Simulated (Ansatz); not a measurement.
Computed with DFT r2SCAN, scalar-relativistic, plane waves, PAW in Ansatz.

Structure of In2Ag:

```
CELL_PARAMETERS angstrom
-3.42658 3.42658 2.86758
3.42658 -3.42658 2.86758
3.42658 3.42658 -2.86758
ATOMIC_POSITIONS crystal
In 0.15519 0.65519 0.81038
In 0.65519 0.84481 0.50000
In 0.84481 0.34481 0.18962
In 0.34481 0.15519 0.50000
Ag 0.75000 0.75000 0.00000
Ag 0.25000 0.25000 0.00000
```

Cutoff 500 eV; k points 8×8×8 on the computed 6-atom cell (Γ-centred); Gaussian smearing, width 0.10 eV; no spin polarisation.

Levels along Γ–X–M–Γ–Z | Z0–M | X–P–N–Γ, in eV from the Fermi level, sorted by energy at each point. Points in fractions of the primitive reciprocal vectors: Γ (0.000 0.000 0.000), X (0.000 0.000 0.500), M (-0.500 0.500 0.500), Z (0.425 0.425 -0.425), Z0 (-0.425 0.575 0.425), P (0.250 0.250 0.250), N (0.000 0.500 0.000).
```tsv
point	k (1/Å, with 2π)	band 42	band 43	band 44	band 45	band 46	band 47	band 48
Γ	0.000	-2.39	-1.40	-0.94	-0.61	-0.61	-0.44	0.21
-	0.093	-2.35	-1.15	-1.14	-0.78	-0.60	-0.17	0.32
-	0.185	-2.38	-1.49	-1.13	-0.99	-0.59	0.47	0.76
-	0.278	-2.43	-1.64	-1.48	-0.94	-0.58	0.88	1.57
-	0.370	-2.48	-1.78	-1.49	-0.90	-0.56	1.21	1.74
-	0.463	-2.52	-2.01	-1.20	-0.86	-0.56	1.31	1.39
-	0.556	-2.55	-2.15	-0.88	-0.82	-0.55	0.95	1.23
X	0.648	-2.56	-2.20	-0.81	-0.72	-0.55	0.74	1.18
-	0.741	-2.38	-2.22	-1.15	-1.04	-0.41	1.16	1.64
-	0.834	-2.50	-2.27	-1.95	-1.01	-0.02	1.96	2.51
-	0.926	-3.00	-2.77	-2.31	-0.50	0.54	2.50	3.29
-	1.019	-3.54	-3.52	-2.35	0.19	1.23	2.45	3.65
-	1.111	-4.23	-3.94	-2.38	0.96	2.01	2.29	3.71
-	1.204	-4.74	-4.20	-2.39	1.72	2.21	2.83	3.64
M	1.297	-4.74	-4.28	-2.39	2.02	2.34	3.59	3.59
-	1.428	-4.70	-4.03	-2.38	1.75	1.76	2.63	3.30
-	1.558	-4.49	-3.09	-2.34	0.85	1.31	1.74	2.80
-	1.690	-4.00	-2.22	-1.83	0.03	0.90	0.95	2.35
-	1.821	-3.41	-1.97	-0.65	-0.59	0.30	0.55	1.99
-	1.952	-2.78	-1.54	-1.12	-0.19	-0.02	0.21	0.96
-	2.082	-2.33	-1.20	-0.98	-0.79	-0.50	-0.01	0.23
Γ	2.213	-2.39	-1.40	-0.94	-0.61	-0.61	-0.44	0.21
-	2.346	-2.41	-1.41	-1.33	-1.31	-1.31	-0.63	1.11
-	2.479	-2.59	-2.30	-1.67	-1.67	-1.12	-0.71	2.44
-	2.613	-3.26	-3.17	-1.24	-1.24	-0.79	-0.58	3.85
-	2.746	-3.85	-3.81	-0.57	-0.57	-0.33	-0.29	2.76
-	2.879	-4.29	-4.04	0.15	0.20	0.23	0.23	1.12
-	3.012	-4.56	-4.17	-0.54	0.73	1.06	1.16	1.16
Z	3.145	-4.70	-4.25	-1.74	1.42	1.79	2.20	2.20
Z0	3.145	-4.70	-4.25	-1.74	1.42	1.79	2.20	2.20
-	3.168	-4.71	-4.26	-1.90	1.54	1.92	2.40	2.40
-	3.192	-4.72	-4.27	-2.04	1.66	2.03	2.60	2.60
-	3.215	-4.73	-4.27	-2.17	1.77	2.13	2.80	2.80
-	3.239	-4.74	-4.28	-2.26	1.86	2.22	3.00	3.00
-	3.262	-4.74	-4.28	-2.34	1.95	2.28	3.21	3.21
-	3.285	-4.74	-4.28	-2.38	2.00	2.33	3.42	3.42
M	3.309	-4.74	-4.28	-2.39	2.02	2.34	3.59	3.59
X	3.309	-2.56	-2.20	-0.81	-0.72	-0.55	0.74	1.18
-	3.387	-2.99	-1.77	-0.71	-0.67	-0.36	0.78	1.18
-	3.466	-3.52	-1.32	-0.52	-0.36	0.04	0.95	1.20
-	3.544	-3.99	-0.99	-0.28	0.22	0.40	1.22	1.37
-	3.622	-4.37	-0.71	0.03	0.62	0.82	1.23	2.03
-	3.700	-4.65	-0.40	0.41	0.79	0.99	1.21	2.43
-	3.779	-4.82	-0.06	0.70	0.85	0.94	1.16	1.86
P	3.857	-4.91	0.32	0.32	1.07	1.07	1.33	1.33
-	3.922	-4.85	0.10	0.10	0.94	0.94	1.56	1.56
-	3.988	-4.71	-0.38	-0.38	0.81	0.81	1.89	1.89
-	4.053	-4.50	-0.93	-0.93	0.70	0.70	2.20	2.20
-	4.119	-4.24	-1.49	-1.49	0.60	0.60	2.50	2.50
-	4.184	-3.92	-2.03	-2.03	0.53	0.53	2.76	2.76
-	4.250	-3.56	-2.53	-2.53	0.48	0.48	2.93	2.93
N	4.315	-3.29	-2.84	-2.84	0.47	0.47	2.98	2.98
-	4.417	-3.27	-2.81	-2.76	0.13	0.82	2.17	3.23
-	4.519	-3.22	-2.67	-2.59	-0.18	1.04	1.42	2.53
-	4.621	-3.15	-2.46	-2.32	-0.44	0.76	0.76	1.98
-	4.723	-3.03	-2.17	-1.96	-0.66	0.10	0.21	1.44
-	4.825	-2.82	-1.83	-1.52	-0.81	-0.56	-0.19	0.99
-	4.927	-2.39	-1.32	-1.21	-0.90	-0.80	-0.40	0.59
Γ	5.029	-2.39	-1.40	-0.94	-0.61	-0.61	-0.44	0.21
```

Cost: 1 run of about 4.3 core-minutes, on Arm Neoverse V1 (shared hosts).